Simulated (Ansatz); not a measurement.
**How much do the gradients of ZnO depend on the method?**

Cell: a computed structure from the Materials Project (it need not be an observed phase), whose atoms a relaxation with PBE at fixed cell left in place.

```
Zn O
1.0
     3.23735    0.00000    0.00000
    -1.61868    2.80363    0.00000
     0.00000    0.00000    5.22206
Zn O
2 2
Direct
  0.66667 0.33333 0.50059
  0.33333 0.66667 0.00059
  0.66667 0.33333 0.87972
  0.33333 0.66667 0.37972
```

Sites (sets of like atoms) are named by element and the number of their first atom in this list.

First run. The numbers come from a DFT calculation in Ansatz (PBE, plane waves and PAW, scalar-relativistic, 420 eV cutoff, Γ-centred 12×12×7 k-points, Fermi–Dirac smearing 0.01 eV).

```tsv
site	atom	V_zz (10²¹ V/m²)	η
Zn	1	0.42	0.00
O	3	-0.11	0.00
```

Second run. The same atoms and settings, except that the functional is r2SCAN and the cutoff is 500 eV.

Q: Given the first result, estimate the second.

A: 

| site | atom | V_zz | η | change of V_zz |
| --- | --- | --- | --- | --- |
| Zn | 1 | 0.42 | 0.00 | 0.00 |
| O | 3 | -0.10 | 0.00 | +0.01 |

No V_zz moves by more than 0.01.

For the first run: At this cell the PBE pressure is 6 GPa, so with PBE the cell would grow if it were relaxed. The entry's cell may itself be off. With a gap of 0.8 eV on this mesh, small gradients can still move by 0.1 × 10²¹ V/m² or more as the k-mesh gets denser.
For the second run: With these PAW files V_zz is typically within 2 to 3 % of all-electron values, but misses above 10 % occur on Zn.
